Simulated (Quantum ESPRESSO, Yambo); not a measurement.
A free-standing CaHBr monolayer (symmetry P4/nmm, slab cell 19.6 Å high): one geometry, one set of norm-conserving PBEsol (Quantum ESPRESSO, 72 Ry, with spin-orbit coupling) orbitals, self-energies from Yambo (4×4×1 Γ-centred k mesh, 220 bands and a 5 Ry block in the screening, 220 bands in G with the Bruneval-Gonze terminator, plasmon pole fitted at 27.2 eV, slab-truncated Coulomb interaction, stochastic integration of W near q = 0).

```json
[
 {"level": "PBEsol (Quantum ESPRESSO)", "gap Γ → Γ (eV)": "4.09"},
 {"level": "exchange only (Hartree-Fock self-energy on PBEsol orbitals)", "gap Γ → Γ (eV)": "12.46"},
 {"level": "G0W0@PBEsol, plasmon pole", "gap Γ → Γ (eV)": "[?]"}
]
```

### Question
Fill in the missing entries.

### Answer

- G0W0@PBEsol, plasmon pole, gap Γ → Γ (eV): 7.07

Bare exchange has no screening and gives the widest gap. All rows use the PBEsol edge points; in the exchange only run other k points give a smaller gap, 12.40 eV.

Convergence of the G0W0 settings was not tested.

Geometry relaxed with PBEsol; primitive cell a = 3.7727 Å, b = 3.7727 Å, c = 19.6000 Å, α = 90.00°, β = 90.00°, γ = 90.00°.

This is a model layer cut from the bulk structure; whether it is stable on its own was not checked.
